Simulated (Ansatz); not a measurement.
**The polar optical mode of LiF, worked through**

Level of theory: DFT LDA, scalar-relativistic, plane waves, PAW (Ansatz). Plane waves to 420 eV; Γ-centred k mesh 10×10×10; fixed occupations. No spin polarisation. Phonons by linear response, acoustic sum rule imposed.

The cell, relaxed at this level:
```
CELL_PARAMETERS angstrom
0.00000 1.95445 1.95445
1.95445 0.00000 1.95445
1.95445 1.95445 0.00000
ATOMIC_POSITIONS crystal
Li 0.00000 0.00000 0.00000
F 0.50000 0.50000 0.50000
```

Linear response gives ν_TO = 339.2 cm⁻¹, Born charges ±1.040 e (positive on Li) and ε∞ = 2.118. The primitive cell holds 14.932 Å³, and the masses are 6.940 and 18.998 amu.

Problem. Find ν_LO and the static dielectric constant.

Solution. The long-wave field adds a restoring force: ω_LO² − ω_TO² = Z*²e²/(ε_vac ε∞ μV). In these units ν_LO² − ν_TO² = 4.92064×10⁷ Z*²/(μ V ε∞) cm⁻², with μ = m₁m₂/(m₁ + m₂) = 5.083 amu: 331359 cm⁻². So ν_LO = √(339.2² + 331359) = 668.1 cm⁻¹, and the run gives 668.2. Lyddane–Sachs–Teller then gives ε0 = ε∞ (ν_LO/ν_TO)² = 8.22, against 8.22 in the run (it forms both from the same three quantities, so the match checks the arithmetic only). Between ν_TO and ν_LO the dielectric function is negative and an undamped crystal reflects fully: a reststrahlen band from 15.0 to 29.5 μm.

Problem. What do the Clausius–Mossotti polarisability and the Szigeti charge come to?

Solution. With the Lorentz local field, α = (3V/4π)(ε∞ − 1)/(ε∞ + 2) = 0.97 Å³ for the pair, and e_S = 3Z*/(ε∞ + 2) = 0.76 e. The Born charge includes the electrons' response to the dipole's own local field, and e_S takes that enhancement out. The Lorentz field assumes point-like polarisable ions, a fair picture at this small ε∞.

Problem. How strongly does a slow electron couple to the LO mode?

Solution. For one isotropic parabolic band, Fröhlich's constant is α_F = (1/ε∞ − 1/ε0) √(m* Ry/ħω_LO), with Ry = 13.606 eV, ħω_LO = 82.8 meV and m* in free-electron masses: α_F = 0.3504 × 12.82 × √m* = 4.49 √m*. The band mass isn't part of this run; for m* = 0.1, 0.3 and 1 it gives 1.42, 2.46, 4.49. In weak coupling the polaron lies α_F ħω_LO below the band edge (204 meV at m* = 0.3) with a mass m*(1 + α_F/6); past α_F of about 5 or 6 that expansion fails. A semilocal functional's ε∞ tends to be too large, which taken alone lowers α_F.